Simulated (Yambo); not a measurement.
Yambo run on SiO$_{2}$ (space group R32, No. 155). The wavefunctions come from this Quantum ESPRESSO step (PBEsol, PseudoDojo standard norm-conserving files, scalar-relativistic):

```
&CONTROL
  calculation = 'nscf'
  pseudo_dir = './pseudo'
  outdir = './out'
/
&SYSTEM
  ibrav = 0
  nat = 9
  ntyp = 2
  ecutwfc = 84.0
  ecutrho = 336.0
  occupations = 'fixed'
  force_symmorphic = .true.
  nbnd = 263
/
&ELECTRONS
  conv_thr = 9.000000000000001e-09
  diago_full_acc = .true.
  diago_thr_init = 1e-08
/
ATOMIC_SPECIES
O 15.9990 O.upf
Si 28.0850 Si.upf
CELL_PARAMETERS angstrom
  3.975569950000   2.295296381000   2.616543000000
 -3.975569950000   2.295296381000   2.616543000000
  0.000000000000  -4.590592762000   2.616543000000
ATOMIC_POSITIONS crystal
O   0.309490000000   0.690510000000   0.500000000000
O   0.500000000000   0.309490000000   0.690510000000
O   0.690510000000   0.500000000000   0.309490000000
O   0.000000000000   0.333515000000   0.666485000000
O   0.666485000000  -0.000000000000   0.333515000000
O   0.333515000000   0.666485000000   0.000000000000
Si   0.715670000000   0.284330000000   0.500000000000
Si   0.500000000000   0.715670000000   0.284330000000
Si   0.284330000000   0.500000000000   0.715670000000
K_POINTS automatic
2 2 2 0 0 0
```

Yambo input:

```
rim_cut
gw0
dyson
el_el_corr
HF_and_locXC
ppa
em1d
RandQpts= 1000000
RandGvec= 1 Ry
EXXRLvcs= 84 Ry
VXCRLvcs= 336 Ry
Chimod= "HARTREE"
% BndsRnXp
 1 | 262 |
%
NGsBlkXp= 8 Ry
% LongDrXp
 1.0 | 1.0 | 1.0 |
%
PPAPntXp= 27.2114 eV
% GbndRnge
 1 | 262 |
%
GTermKind= "BG"
DysSolver= "n"
ExtendOut
% QPkrange
 1 | 1 | 24 | 25 |
 2 | 2 | 24 | 25 |
 3 | 3 | 24 | 25 |
 4 | 4 | 24 | 25 |
%
```

k points by index: 1 = Γ, 2 = L, 3 = F, 4 = Z.

Table of the .qp output:

```
#    K-point    Band    Eo [eV]    E [eV]    E-Eo [eV]    Vxc [eV]    Vnlxc [eV]    Sc|Eo [eV]    Sc|E [eV]    dSc/dw|Eo [eV]    Re(Z)    Im(Z)
#
    1    24    0.000000    -1.955017    -1.955017    -19.80164    -25.70017    3.525520    3.943507    -5.817555    0.823864    -0.980763E-3
    1    25    5.779215    6.830487    1.051272    -9.194248    -5.178243    -2.828446    -2.964733    -3.527479    0.885243    -0.700580E-3
    2    24    -0.032047    -1.995317    -1.963270    -19.71901    -25.65563    3.552762    3.973352    -5.829178    0.823574    -0.984433E-3
    2    25    7.367898    8.739409    1.371511    -10.77680    -6.194327    -3.015500    -3.210964    -3.877872    0.875266    -0.753568E-3
    3    24    -0.146159    -2.121182    -1.975023    -19.61434    -25.56844    3.555037    3.979076    -5.842002    0.823254    -0.990597E-3
    3    25    8.055552    9.423669    1.368117    -10.40578    -5.792539    -3.050836    -3.245119    -3.864028    0.875656    -0.763335E-3
    4    24    -0.759110    -2.822664    -2.063554    -18.88103    -24.94009    3.548577    3.995507    -5.893198    0.821981    -0.001013
    4    25    8.867432    9.844875    0.977443    -7.472821    -3.858638    -2.516509    -2.636740    -3.346912    0.890474    -0.724549E-3
```
(The two width columns are left out.) Convergence of these settings isn't established.

Geometry of the Materials Project entry, not relaxed at this level.

This is not the ordinary phase of the substance; no match was found in the copy of COD used, and its stability was not checked.
